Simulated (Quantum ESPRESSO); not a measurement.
## Si3O4NF (input and log of a self-consistent run)

A calculation, not a measurement. The program is pw.x of Quantum ESPRESSO 7.5 (plane-wave density functional theory). The cell is made up: 9 atoms on a quartz lattice, with randomly drawn elements, strain and displacements, not relaxed. PseudoDojo standard norm-conserving files (v0.5 for PBE, v0.4.1 for LDA and PBEsol) set the functional; there is no spin polarisation, spin-orbit coupling or dispersion term, and the masses in the input are unused placeholders.

Input:

```
&control calculation='scf', pseudo_dir='./dojo.nc.sr.pbe.v0_5.standard.upf', outdir='./o', disk_io='low', tprnfor=.true., tstress=.true. /
&system ibrav=0, nat=9, ntyp=4, nbnd=30, ecutwfc=105.61755193, nosym=.true., tot_charge=0,
 occupations='smearing', smearing='fd', degauss=0.0018374661
/
&electrons conv_thr=7.350e-09, electron_maxstep=60, /
ATOMIC_SPECIES
F 1.0 F.upf
N 1.0 N.upf
O 1.0 O.upf
Si 1.0 Si.upf
CELL_PARAMETERS angstrom
4.8448 -0.0358 -0.0694
-2.4534 4.3371 -0.0387
-0.0762 -0.093 5.4322
ATOMIC_POSITIONS angstrom
Si 2.3287 0.0795 3.7068
Si -1.1633 2.1136 1.7094
Si 1.2449 2.1579 -0.1295
O 1.359 0.9737 4.3263
N 3.1864 0.5562 2.4856
O 2.636 2.4916 0.5451
O 0.3409 1.8263 1.0726
O -1.1521 3.1859 2.9261
F 0.6254 3.6613 4.7305
K_POINTS automatic
7 7 6 1 1 1
```

The log is shortened where brackets say so; the opening notice, blank lines, dates and the lines on written files are dropped, and the path of the files is cut. It prints rydbergs, bohrs and kilobars, and counts compression as positive stress. With no partly filled state, the Fermi energy that it prints is only some level between the filled and the empty states on the mesh, and need not lie in the true gap.

```
     Program PWSCF v.7.5
     Parallel version (MPI & OpenMP), running on       4 processor cores
     Number of MPI processes:                 4
     Threads/MPI process:                     1
     [start-up lines left out]
     bravais-lattice index     =            0
     lattice parameter (alat)  =       9.1565  a.u.
     unit-cell volume          =     766.6785 (a.u.)^3
     number of atoms/cell      =            9
     number of atomic types    =            4
     number of electrons       =        48.00
     number of Kohn-Sham states=           30
     kinetic-energy cutoff     =     105.6176  Ry
     charge density cutoff     =     422.4702  Ry
     scf convergence threshold =      7.3E-09
     mixing beta               =       0.7000
     number of iterations used =            8  plain     mixing
     Exchange-correlation= PBE
                           (   1   4   3   4   0   0   0)
     [axes and pseudopotential details left out]
   Cartesian axes
     site n.     atom                  positions (alat units)
         1        Si     tau(   1) = (   0.4805973   0.0164072   0.7650096  )
         2        Si     tau(   2) = (  -0.2400819   0.4362049   0.3527861  )
         3        Si     tau(   3) = (   0.2569225   0.4453475  -0.0267262  )
         4        O      tau(   4) = (   0.2804705   0.2009523   0.8928621  )
         5        N      tau(   5) = (   0.6576094   0.1147886   0.5129783  )
         6        O      tau(   6) = (   0.5440178   0.5142166   0.1124978  )
         7        O      tau(   7) = (   0.0703550   0.3769119   0.2213633  )
         8        O      tau(   8) = (  -0.2377705   0.6575062   0.6038887  )
         9        F      tau(   9) = (   0.1290701   0.7556193   0.9762809  )
     number of k points=   147  Fermi-Dirac smearing, width (Ry)=  0.0018
     Number of k-points >= 100: set verbosity='high' to print them.
     Dense  grid:   112433 G-vectors     FFT dimensions: (  60,  64,  72)
     Estimated max dynamical RAM per process >     380.27 MB
     Estimated total dynamical RAM >       1.40 GB
     Initial potential from superposition of free atoms
     starting charge      47.9981, renormalised to      48.0000
     Starting wfcs are   36 randomized atomic wfcs
     total cpu time spent up to now is       23.6 secs
     per-process dynamical memory:   334.5 Mb
     Self-consistent Calculation
     iteration #  1     ecut=   105.62 Ry     beta= 0.70
     Davidson diagonalization with overlap
     ethr =  1.00E-02,  avg # of iterations =  3.0
     total cpu time spent up to now is      109.8 secs
     total energy              =    -226.93572571 Ry
     estimated scf accuracy    <       2.87908907 Ry
     iteration #  2     ecut=   105.62 Ry     beta= 0.70
     Davidson diagonalization with overlap
     ethr =  6.00E-03,  avg # of iterations =  3.1
     total cpu time spent up to now is      204.5 secs
     total energy              =    -227.15126482 Ry
     estimated scf accuracy    <       3.68715886 Ry
     iteration #  3     ecut=   105.62 Ry     beta= 0.70
     Davidson diagonalization with overlap
     ethr =  6.00E-03,  avg # of iterations =  2.6
     total cpu time spent up to now is      287.9 secs
     total energy              =    -228.09873498 Ry
     estimated scf accuracy    <       0.41618343 Ry
     iteration #  4     ecut=   105.62 Ry     beta= 0.70
     Davidson diagonalization with overlap
     ethr =  8.67E-04,  avg # of iterations =  2.0
     total cpu time spent up to now is      364.8 secs
     total energy              =    -228.10930841 Ry
     estimated scf accuracy    <       0.08199168 Ry
     iteration #  5     ecut=   105.62 Ry     beta= 0.70
     Davidson diagonalization with overlap
     ethr =  1.71E-04,  avg # of iterations =  6.4
     total cpu time spent up to now is      471.2 secs
     total energy              =    -228.12421128 Ry
     estimated scf accuracy    <       0.00249034 Ry
     iteration #  6     ecut=   105.62 Ry     beta= 0.70
     Davidson diagonalization with overlap
     ethr =  5.19E-06,  avg # of iterations =  8.2
     total cpu time spent up to now is      586.7 secs
     total energy              =    -228.12494037 Ry
     estimated scf accuracy    <       0.00083714 Ry
     iteration #  7     ecut=   105.62 Ry     beta= 0.70
     Davidson diagonalization with overlap
     ethr =  1.74E-06,  avg # of iterations =  2.3
     total cpu time spent up to now is      663.6 secs
     total energy              =    -228.12508786 Ry
     estimated scf accuracy    <       0.00006971 Ry
     iteration #  8     ecut=   105.62 Ry     beta= 0.70
     Davidson diagonalization with overlap
     ethr =  1.45E-07,  avg # of iterations =  2.0
     total cpu time spent up to now is      736.8 secs
     total energy              =    -228.12510014 Ry
     estimated scf accuracy    <       0.00000713 Ry
     iteration #  9     ecut=   105.62 Ry     beta= 0.70
     Davidson diagonalization with overlap
     ethr =  1.49E-08,  avg # of iterations =  3.2
     total cpu time spent up to now is      812.8 secs
     total energy              =    -228.12510220 Ry
     estimated scf accuracy    <       0.00000183 Ry
     iteration # 10     ecut=   105.62 Ry     beta= 0.70
     Davidson diagonalization with overlap
     ethr =  3.81E-09,  avg # of iterations =  3.0
     total cpu time spent up to now is      894.3 secs
     total energy              =    -228.12510261 Ry
     estimated scf accuracy    <       0.00000012 Ry
     iteration # 11     ecut=   105.62 Ry     beta= 0.70
     Davidson diagonalization with overlap
     ethr =  2.57E-10,  avg # of iterations =  2.0
     total cpu time spent up to now is      957.6 secs
     End of self-consistent calculation
     Number of k-points >= 100: set verbosity='high' to print the bands.
     the Fermi energy is     6.5186 ev
!    total energy              =    -228.12510263 Ry
     estimated scf accuracy    <          4.3E-09 Ry
     smearing contrib. (-TS)   =      -0.00000000 Ry
     internal energy E=F+TS    =    -228.12510263 Ry
     The total energy is F=E-TS. E is the sum of the following terms:
     one-electron contribution =    -111.01219511 Ry
     hartree contribution      =      81.10241134 Ry
     xc contribution           =     -61.26987566 Ry
     ewald contribution        =    -136.94544320 Ry
     convergence has been achieved in  11 iterations
     Forces acting on atoms (cartesian axes, Ry/au):
     atom    1 type  4   force =    -0.00997559   -0.14321049   -0.49656539
     atom    2 type  4   force =     0.00195704   -0.15891591    0.23114161
     atom    3 type  4   force =     0.03625501    0.13768674    0.17792112
     atom    4 type  3   force =    -0.22225746    0.06707922    0.01896456
     atom    5 type  2   force =     0.11047644    0.12719762   -0.12344405
     atom    6 type  3   force =     0.00415560    0.06651136   -0.09409455
     atom    7 type  3   force =    -0.10195089    0.00723230    0.02062067
     atom    8 type  3   force =     0.04528658    0.05152927    0.06390721
     atom    9 type  1   force =     0.13605327   -0.15511011    0.20154882
     Total force =     0.782194     Total SCF correction =     0.000134
     Computing stress (Cartesian axis) and pressure
          total   stress  (Ry/bohr**3)                   (kbar)     P=      204.61
   0.00155068  -0.00083807  -0.00034680          228.11     -123.28      -51.02
  -0.00083807   0.00112139   0.00037694         -123.28      164.96       55.45
  -0.00034680   0.00037694   0.00150068          -51.02       55.45      220.76
     init_run     :     17.71s CPU     19.02s WALL (       1 calls)
     electrons    :    926.31s CPU    934.19s WALL (       1 calls)
     forces       :      8.96s CPU      9.05s WALL (       1 calls)
     stress       :     31.65s CPU     31.71s WALL (       1 calls)
     [timing details left out]
     PWSCF        :  16m29.58s CPU  16m39.54s WALL
     JOB DONE.
```

In other units: free energy -3103.800 eV for the cell, pressure 20.46 GPa, largest force component 12.767 eV/Å. This run is the check on a run of the same cell at a cutoff of 1143 eV and k mesh 5 x 5 x 4: rerunning at a cutoff of 1437 eV and k mesh 7 x 7 x 6 moved values by no more than 0.002 eV in energy, 0.02 GPa in stress and 0.003 eV/Å in force.